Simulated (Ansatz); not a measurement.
# Notes on TlGa$_{2}$

```yaml
crystal:
  lattice:
    - [3.16727, 0.00000, 0.00000]
    - [0.00000, 3.16727, 0.00000]
    - [0.00000, 0.00000, 6.53488]
  atoms:
    - { symbol: Ga, position: [0.50000, 0.50000, 0.29500] }
    - { symbol: Ga, position: [0.50000, 0.50000, 0.70500] }
    - { symbol: Tl, position: [0.00000, 0.00000, 0.00000] }
```

The numbers come from plane-wave PAW DFT (Ansatz): r2SCAN, spin-orbit coupling, 500 eV, 10×10×5 Γ-centred k points, fermi-dirac occupations (width 0.1 eV). Nothing was relaxed.

The state carries no moments; the state need not be the lowest.

Task: What does the stress say?

Result: The pressure is 6.4 GPa (compression positive), so with the atoms held at these fractions the cell would first expand; the forces are large, so a full relaxation may end otherwise. The principal stresses 5.6, 6.7, 6.7 GPa differ, so its shape would change too.

Task: Is there a gap?

Result: It is a metal, with about 1.3 states/eV a cell as the mean within 0.25 eV of the Fermi level, mostly Ga p (54 %), Ga s (17 %) and Tl p (17 %).

Task: Which atom feels the largest force, and which way?

Result: The largest is on Ga2 (and as large on other atoms): 0.94 eV/Å, components (0.00, 0.00, -0.94). It makes 0° with the line to a nearest neighbour, Ga1 at 2.68 Å, pointing towards it.

Task: How is the charge shared?

Result: Bader charges in e: Tl -0.19, Ga +0.09. In the mean Ga gives up most and Tl takes most, against the order of Pauling's electronegativities.

Origin: a known structure type with other elements, at an estimated volume, so it need not be a known compound. Caveats: started without moments under time reversal, so no moment could form.
